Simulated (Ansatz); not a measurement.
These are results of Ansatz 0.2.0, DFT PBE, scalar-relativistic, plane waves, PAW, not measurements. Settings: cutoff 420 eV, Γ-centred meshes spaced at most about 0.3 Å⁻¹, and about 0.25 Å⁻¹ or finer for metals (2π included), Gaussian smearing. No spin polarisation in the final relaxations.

Temperature and zero-point effects are left out. All come from trial cells, and lower structures may exist.

Question: Order these relaxed structures of Hf2AlN3 by energy, lowest first, with the energy over the lowest of them.
A.

```
CELL_PARAMETERS angstrom
-1.68399 1.68399 7.16424
1.68399 -1.68399 7.16424
1.68399 1.68399 -7.16424
ATOMIC_POSITIONS crystal
Hf 0.83817 0.83817 0.00000
Hf 0.16183 0.16183 0.00000
Al 0.50000 0.50000 0.00000
N 0.42897 0.92897 0.50000
N 0.07103 0.57103 0.50000
N 0.75000 0.25000 0.50000
```

B.

```
CELL_PARAMETERS angstrom
3.36426 0.00000 0.00000
-1.68213 2.91354 0.00000
0.00000 0.00000 8.29995
ATOMIC_POSITIONS crystal
Hf 0.00000 0.00000 0.98821
Hf 0.33333 0.66667 0.33772
Al 0.66667 0.33333 0.67325
N 0.00000 0.00000 0.72816
N 0.66667 0.33333 0.43887
N 0.33333 0.66667 0.08379
```

C.

```
CELL_PARAMETERS angstrom
3.36349 0.00000 0.00000
-1.68174 2.91286 0.00000
0.00000 0.00000 16.67009
ATOMIC_POSITIONS crystal
Hf 0.33333 0.66667 0.33866
Hf 0.33333 0.66667 0.66534
Hf 0.66667 0.33333 0.16534
Hf 0.66667 0.33333 0.83866
Al 0.33333 0.66667 0.00023
Al 0.66667 0.33333 0.50023
N 0.33333 0.66667 0.11462
N 0.33333 0.66667 0.47080
N 0.33333 0.66667 0.79535
N 0.66667 0.33333 0.29535
N 0.66667 0.33333 0.61462
N 0.66667 0.33333 0.97080
```

Answer: B (0 meV/atom), A (45 meV/atom), C (72 meV/atom). Forms: B Hf and Al ordered on zinc blende sites, P3m1; A Hf and Al ordered on zinc blende sites, I-4m2; C Hf and Al ordered on wurtzite sites, P6_3mc. Counting N atoms around Al and Hf (those within 1.25 times the shortest such distance or 1.15 times the sum of covalent radii): B has Hf 4, Al 4; A has Hf 4, Al 4; C has Hf 4, Al 4.

These runs have no spin–orbit coupling, which can matter for Hf. Cells relaxed within their symmetry can be saddle points. Some structure types and database cells were kept out of the candidates from the start, so a known form may be missing.
